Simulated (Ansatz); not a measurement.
Which element?

Cell vectors (Å):

```
0.0000 3.1804 3.1804
3.1804 0.0000 3.1804
3.1804 3.1804 0.0000
```

```csv
atom,a,b,c
X,0.0000,0.0000,0.0000
```

Method: LDA, PAW on Ansatz 0.2.0's default frozen-core files (fitted under PBE), scalar-relativistic. k mesh 18×18×18, strains of ±0.005, Fermi-Dirac smearing of 0.080 eV.

Elastic constants of a crystal by Kohn-Sham DFT: slopes of the stress over finite engineering strains of the given cell, Voigt indices, Cartesian axes as in the cell vectors.

| index | elastic (GPa) |
| --- | --- |
| 11 | 5 |
| 12 | 4.1 |
| 44 | 3.1 |

Problem. All X atoms are one element. Which one was computed?

Solution. K; the crystal is K (Fm-3m, a database entry that needn't be its stable phase).

Keep in mind: frozen-core PAW files fitted under PBE, their cores solved anew for the functional of the run; responses of metals move with mesh and smearing.
